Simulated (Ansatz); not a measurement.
Relaxed MoS2 (2H-MoS2 type, space group P6_3/mmc):

```xyz
6
Lattice="3.1732 0.0000 0.0000 -1.5866 2.7481 0.0000 0.0000 0.0000 12.4370" Properties=species:S:1:pos:R:3 pbc="T T T"
Mo     0.0000     1.8320     3.1092
Mo     1.5866     0.9160     9.3277
S      0.0000     1.8320     7.7719
S      1.5866     0.9160     1.5534
S      1.5866     0.9160     4.6651
S      0.0000     1.8320    10.8836
```

Scan: atom 4 (S, nearest neighbour Mo at 2.404 Å; its periodic images, 3.2 Å or more away, move with it) is displaced along Cartesian x, direction (1.000, 0.000, 0.000) in Cartesian axes, by s. The other atoms stay.

Method: r2SCAN+rVV10 (plane waves to 500 eV, PAW, scalar-relativistic; Ansatz, an electronic-structure program). k mesh 10×10×3 (Γ-centred), Fermi-Dirac smearing 0.05 eV. E stands for the smeared free energy. As the smearing reaches across the gap at some points, energies and forces of such displacements shift with the k mesh and the smearing. MoS2 is run without spin polarisation. MoS2 was relaxed with its symmetry unable to fall. The PAW data are Ansatz's earlier set. ΔE is measured from the undisplaced structure. The last digit holds for this mesh only.

```csv
s (Å),ΔE (meV/cell)
-0.720,2285.8
-0.576,1561.2
-0.432,908.3
-0.288,411.5
-0.144,withheld
0.000,0.0
0.144,withheld
0.288,411.5
0.432,908.3
0.576,1561.2
0.720,2285.8
```

Q: Fit an even polynomial form (powers 2, 4, 6) to the given rows and predict ΔE at s = -0.144.

A: Least squares on the 9 given rows: ΔE = (5000)·s² + (-446.8)·s⁴ + (-1336)·s⁶, in meV/cell with s in Å; root-mean-square residual 0.42 meV/cell. At -0.144 the fit gives 103.5 meV/cell; the calculation gives 103.9 meV/cell, so the interpolation is off by -0.4 (-0.4 %). The quadratic term alone would give 103.7 meV/cell.

(For displaced atoms, the force is minus the slope of the energy, and its curvature is a force constant, which sets phonon frequencies.)
